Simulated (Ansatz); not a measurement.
ZnCu2SiTe4:
```yaml
crystal:
  lattice:
    - [-2.98907, 2.98907, 5.95020]
    - [2.98907, -2.98907, 5.95020]
    - [2.98907, 2.98907, -5.95020]
  atoms:
    - { symbol: Zn, position: [0.00000, 0.00000, 0.00000] }
    - { symbol: Si, position: [0.50000, 0.50000, 0.00000] }
    - { symbol: Cu, position: [0.75000, 0.25000, 0.50000] }
    - { symbol: Cu, position: [0.25000, 0.75000, 0.50000] }
    - { symbol: Te, position: [0.38774, 0.87134, 0.00000] }
    - { symbol: Te, position: [0.12866, 0.12866, 0.51640] }
    - { symbol: Te, position: [0.87134, 0.38774, 0.00000] }
    - { symbol: Te, position: [0.61226, 0.61226, 0.48360] }
```

r²SCAN in the plane-wave PAW code Ansatz gives a gap of 0.50 eV without spin–orbit coupling, maximum at Γ, minimum at X.

Problem. What happens when spin–orbit coupling is switched on?

Solution. The gap falls by 0.17 eV, to 0.33 eV; maximum at Γ, minimum on the X–R line, 10 % of the way from X. The small gap may have closed and reopened with inverted band order, as semilocal functionals often give for heavy narrow-gap crystals.

Space group I-42m. The first step of the workflow began from a Materials Project structure, measured or hypothetical; the Crystallography Open Database copy checked does not list it. Its standing as an ambient phase is unchecked. The cell was relaxed with r²SCAN under the symmetry of its start; whether a distortion lowers the energy is not shown. No spin polarisation was allowed.

Potentials: the later of the program's two PAW sets.
